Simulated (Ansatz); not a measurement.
**5 guesses for CaZr2N3 and where they end**

The calculation used DFT PBE, scalar-relativistic, plane waves, PAW in Ansatz. Settings: cutoff 420 eV, Γ-centred meshes spaced at most about 0.3 Å⁻¹, and about 0.25 Å⁻¹ or finer for metals (2π included), Gaussian smearing. Collinear spin in cells that started with moments and kept them past the coarse steps, no spin elsewhere.

Each guess was relaxed in cell and atoms at zero pressure, within the symmetry of its start. All energies are static (0 K, no zero-point motion). Coordination counts N atoms around Ca and Zr (those within 1.25 times the shortest such distance or 1.15 times the sum of covalent radii; a plus sign parts nearer from farther groups; the shortest distance is added where it is long for a bond).

| guess | made from | start group | V start (Å³/atom) | end group | V end (Å³/atom) | coordination at the end | gap on mesh (eV) | largest moment (μB) | E over the lowest end (meV/atom) |
| --- | --- | --- | --- | --- | --- | --- | --- | --- | --- |
| 1 | Li2BiO3 type | Cmmm | 13.4 | Cmmm | 14.2 | Ca 6, Zr 1+4 | 0 | - | 0 |
| 2 | random cell | P4/mmm | 15.6 | P4/mmm | 17.8 | Ca 4+8 from 3.0 Å, Zr 4 | 0 | 0.5 | 986 |
| 3 | random cell | P4mm | 16.7 | P4mm | 16.6 | Ca 6, Zr 1+3 | 0 | - | 827 |
| 4 | Ce2AlFe3 type | R-3m | 13.9 | R-3m | 18.1 | Ca 6, Zr 3 | 0 | - | 679 |
| 5 | SmAl3Pd2 type | P6/mmm | 15.1 | ? | ? | ? | ? | ? | ? |

Guess 5 as it starts:

```yaml
crystal:
  lattice:
    - [5.13241, 0.00000, 0.00000]
    - [-2.56620, 4.44479, 0.00000]
    - [0.00000, 0.00000, 3.98194]
  atoms:
    - { symbol: Ca, position: [0.00000, 0.00000, 0.00000] }
    - { symbol: Zr, position: [0.33333, 0.66667, 0.00000] }
    - { symbol: Zr, position: [0.66667, 0.33333, 0.00000] }
    - { symbol: N, position: [0.50000, 0.00000, 0.50000] }
    - { symbol: N, position: [0.50000, 0.50000, 0.50000] }
    - { symbol: N, position: [0.00000, 0.50000, 0.50000] }
```

Q: Fill in the missing row: what does this guess relax into, and where does it rank?

A: It ends in space group P6/mmm (No. 191), with a = 5.778 Å, c = 2.974 Å, 14.3 Å³/atom and no gap, without spin. It lies 239 meV/atom over the lowest end, above guess 1 and below guess 4. Counting N atoms around Ca and Zr, this end has Ca 12 from 3.2 Å, Zr 6 and the lowest (guess 1) has Ca 6, Zr 1+4.

```xyz
6
Lattice="5.7785 0.0000 0.0000 -2.8892 5.0043 0.0000 0.0000 0.0000 2.9744" Properties=species:S:1:pos:R:3 pbc="T T T"
Ca    0.0000    0.0000    0.0000
Zr    0.0000    3.3362    0.0000
Zr    2.8892    1.6681    0.0000
N     2.8892    0.0000    1.4872
N     1.4446    2.5022    1.4872
N    -1.4446    2.5022    1.4872
```

Energies over the elements count from the elements' standard structures at the same level (N₂ as a molecule), with no fitted energy shifts.

Q: Is the lowest end bound against the elements?

A: Yes: its formation energy is −1.31 eV/atom. Whether it is stable depends on the other phases of the system, which aren't compared here.

A magnetic state wasn't ruled out in cells without spin, among them R-3m. The magnetic state reached may not be the lowest. Cells relaxed within their symmetry can be saddle points. A lower structure may well exist outside this small set. Some types were kept out of the candidates beforehand, so the set may lack a known form.
